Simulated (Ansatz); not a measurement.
SnTe (rock salt)

```xyz
2
Lattice="0.0000 3.2046 3.2046 3.2046 0.0000 3.2046 3.2046 3.2046 0.0000" Properties=species:S:1:pos:R:3 pbc="T T T"
Te     0.0000     0.0000     0.0000
Sn     3.2046     3.2046     3.2046
```

The slice is a {110} plane (indices of the conventional cell) through the point (0.000, 0.000, 0.000) (fractional), spanned by u = [100] and v = [1 -1 -1] in vectors of this cell: u (4.53 Å) and v (6.41 Å, at 90° to u). It covers one period; positions are fractions (u, v).

Computed with PBE (plane waves to 420 eV, PAW, scalar-relativistic; Ansatz, a program for electronic structure). k mesh 13×13×13. Inside the PAW spheres the values are not all-electron values, and peaks at nuclei hang on which shells count as valence. SnTe was relaxed with its symmetry unable to fall. Spin-orbit coupling is left out, though Te is heavy.

Task: What is the valence density on the shortest Te–Sn line in this plane (3.20 Å), at its minimum between the atoms?

Result: 0.20 e/Å³.

Task: What is the ELF at the density minimum of the shortest Te–Sn line in this plane (3.20 Å)?

Result: 0.4.

Task: The ELF has a maximum in the middle third of the Te–Sn line. Where, and how high?

Result: 0.65, 1.3 Å from Te.

Task: Predict the map of the electrostatic potential energy of an electron, from the cell's mean on the slice.

Result: 
```
|xxxx0479999740xxx|
|xxxx0689999860xxx|
|xxx047899998740xx|
|00046899999986400|
|34578999999998754|
|55678999999998765|
|33467899999987643|
|00036789999876300|
|xxx036899998630xx|
|xxxx0578998750xxx|
|xxxx0378998730xxx|
|xxxx0378998730xxx|
|xxxx0378998730xxx|
|xxxx0578998750xxx|
|xxx036899998630xx|
|00036789999876300|
|33467899999987643|
|55678999999998765|
|34578999999998754|
|00046899999986400|
|xxx047899998740xx|
|xxxx0689999860xxx|
|xxxx0479999740xxx|
|xxxx0479999740xxx|
```
Scale: ten equal steps from -4.00 (start of '0') to 4.79 (end of '9'), in the order '0123456789'. Values: electrostatic potential energy of an electron, from the cell's mean, in eV. The map has 17 points along u (one character each, u = 0 at the left) and 24 along v (v = 0 in the bottom row). Points within 1 Å of a nucleus are blanked (x), as the pseudised field means little there. Values under -4 eV are set to -4. The zero, the cell's mean, hangs on the PAW cores.
